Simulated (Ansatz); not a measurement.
A geometry of Ta away from equilibrium: the start of the relaxation of a relaxed Ta cell displaced along its unstable phonon at q = (½, ½, 0) of its primitive reciprocal cell (134i cm⁻¹), largest move 0.15 Å. Calculation: r2SCAN (plane waves to 500 eV, PAW, scalar-relativistic; Ansatz, a program for electronic structure). Γ-centred k-mesh 12×12×12 on the run's cell (coarser than for final values), Fermi–Dirac smearing 0.05 eV.

```xyz
2
Lattice="5.4522 0.0000 0.0000 2.7261 2.7261 0.0000 0.0000 0.0000 2.7261" Properties=species:S:1:pos:R:3:forces:R:3 pbc="T T T" free_energy=-19888.171 pressure_GPa=-1.5
Ta     0.0000     0.0000     0.1500    0.0000    0.0000    1.1909
Ta     2.7261     0.0000    -0.1500    0.0000    0.0000   -1.1909
```

Positions in Å, forces in eV/Å, free energy of the cell in eV (comparable only within this code, potentials and settings). Largest force: 1.19 eV/Å, on Ta1, Ta2 (atoms numbered as listed); the geometry lies 1.09 eV/atom above the end of its relaxation.

No spin polarisation in the result.

The run could not lose the symmetry of its start.

Of the parent cell (Pm-3m (No. 221)): it is a generated cell of Ta: the first start was made by placing the elements on the sites of a structure type, and the end was not matched to a known phase here, so it may be hypothetical. Known forms of Ta include space group No. 229.
